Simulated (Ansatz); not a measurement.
Relax this structure to zero stress and force, keeping its symmetry:

```cif
data_structure
_symmetry_space_group_name_H-M 'I4/mmm'
_symmetry_Int_Tables_number 139
_cell_length_a 4.1232
_cell_length_b 4.1232
_cell_length_c 6.8057
_cell_angle_alpha 90.000
_cell_angle_beta 90.000
_cell_angle_gamma 90.000
_cell_volume 115.70
loop_
_atom_site_label
_atom_site_type_symbol
_atom_site_symmetry_multiplicity
_atom_site_Wyckoff_symbol
_atom_site_fract_x
_atom_site_fract_y
_atom_site_fract_z
_atom_site_occupancy
Sr1 Sr 2 a 0.00000 0.00000 0.00000 1
C1 C 4 e 0.00000 0.00000 0.40735 1
```

Level of theory: Ansatz, DFT PBEsol, scalar-relativistic, plane waves, PAW.

Plane waves to 420 eV, a k mesh through Γ of 10×10×10 on the computed 3-atom cell and Gaussian smearing (0.02 eV); no spin polarisation.

Problem. What does it relax to?

Solution. The volume goes down by 0.85 Å³/atom to 18.44 Å³/atom, and the energy falls by 5.8 meV/atom. Final structure:
Space group I4/mmm (No. 139). a = 4.050 Å, b = 4.050 Å, c = 6.745 Å, α = 90.00°, β = 90.00°, γ = 90.00°
```json
{"atom": "Sr", "site": "2a", "symmetry": "4/mmm", "x": "0.0000", "y": "0.0000", "z": "0.0000"}
{"atom": "C", "site": "4e", "symmetry": "4mm", "x": "0.0000", "y": "0.0000", "z": "0.4066"}
```

Cost: 1 run of about 1.3 core-minutes, on Intel Xeon Processor @ 2.50GHz (Skylake/Cascade Lake) (shared hosts).